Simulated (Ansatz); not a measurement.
AlP:
```xyz
4
Lattice="3.8347 0.0000 0.0000 -1.9174 3.3210 0.0000 0.0000 0.0000 6.2992" Properties=species:S:1:pos:R:3 pbc="T T T"
Al     0.0000     2.2140     0.0010
Al     1.9174     1.1070     3.1506
P      0.0000     2.2140     2.3612
P      1.9174     1.1070     5.5108
```

Relaxed with LDA.

Task: Which orbitals make up the states near the band edges in plane-wave PAW LDA (Ansatz code)?

Result: Top 1 eV of the valence band: P 3p 81 %, Al 3p 16 %. Bottom 1 eV of the conduction band: Al 3p 42 %, Al 3s 17 %, P 3s 14 %, P 3p 12 %, outside the projected shells 15 %. Projections are on Löwdin-orthogonalised atomic valence shells; empty p or d shells of many metals are not among them.

Task: Tabulate the density of states.

Result: States/eV per cell of 4 atoms, in 0.25 eV bins, energy from the valence-band maximum.

```csv
E (eV),total,P 3p,Al 3p,Al 3s
-7.85,0.00,0.00,0.00,0.00
-7.60,0.00,0.00,0.00,0.00
-7.35,0.00,0.00,0.00,0.00
-7.10,0.00,0.00,0.00,0.00
-6.85,0.00,0.00,0.00,0.00
-6.60,0.00,0.00,0.00,0.00
-6.35,0.00,0.00,0.00,0.00
-6.10,0.00,0.00,0.00,0.00
-5.85,0.00,0.00,0.00,0.00
-5.60,1.08,0.61,0.13,0.32
-5.35,3.13,1.76,0.30,0.99
-5.10,3.08,1.71,0.27,0.97
-4.85,1.66,0.93,0.17,0.43
-4.60,1.65,0.94,0.17,0.40
-4.35,1.14,0.65,0.13,0.23
-4.10,1.03,0.59,0.17,0.16
-3.85,1.13,0.65,0.26,0.12
-3.60,1.96,1.16,0.56,0.16
-3.35,1.57,0.95,0.42,0.12
-3.10,1.88,1.15,0.50,0.13
-2.85,2.28,1.43,0.62,0.13
-2.60,2.14,1.38,0.58,0.11
-2.35,2.74,1.81,0.73,0.12
-2.10,2.77,1.87,0.73,0.10
-1.85,3.45,2.38,0.89,0.10
-1.60,3.32,2.37,0.80,0.08
-1.35,4.41,3.25,1.02,0.07
-1.10,3.01,2.29,0.63,0.04
-0.85,2.15,1.70,0.39,0.02
-0.60,1.34,1.10,0.20,0.01
-0.35,0.82,0.71,0.10,0.00
-0.10,0.26,0.23,0.02,0.00
0.15,0.00,0.00,0.00,0.00
0.40,0.00,0.00,0.00,0.00
0.65,0.00,0.00,0.00,0.00
0.90,0.00,0.00,0.00,0.00
1.15,0.00,0.00,0.00,0.00
1.40,0.00,0.00,0.00,0.00
1.65,0.00,0.00,0.00,0.00
1.90,0.15,0.01,0.05,0.04
2.15,0.96,0.08,0.38,0.19
2.40,1.48,0.17,0.63,0.25
2.65,2.09,0.28,0.90,0.32
2.90,2.62,0.35,1.09,0.42
3.15,2.62,0.36,1.06,0.46
3.40,2.15,0.35,0.79,0.38
3.65,2.26,0.40,0.80,0.40
3.90,2.95,0.53,1.07,0.57
4.15,2.96,0.54,1.03,0.50
4.40,3.49,0.56,1.44,0.47
4.65,2.40,0.40,1.05,0.25
4.90,4.12,0.66,1.96,0.33
5.15,2.44,0.46,1.02,0.25
5.40,2.21,0.40,0.90,0.21
5.65,3.43,0.60,1.39,0.28
5.90,2.67,0.46,1.02,0.22
6.15,2.25,0.38,0.84,0.17
```

Space group P6_3mc (wurtzite). The first step of the workflow began from a Materials Project structure, measured or hypothetical; the Crystallography Open Database copy checked does not list it. It is not the phase usual at ambient conditions (space group No. 216). The LDA relaxation kept the symmetry of its start; phonons on a q-mesh show no instability.

Potentials: the later of the program's two PAW sets.
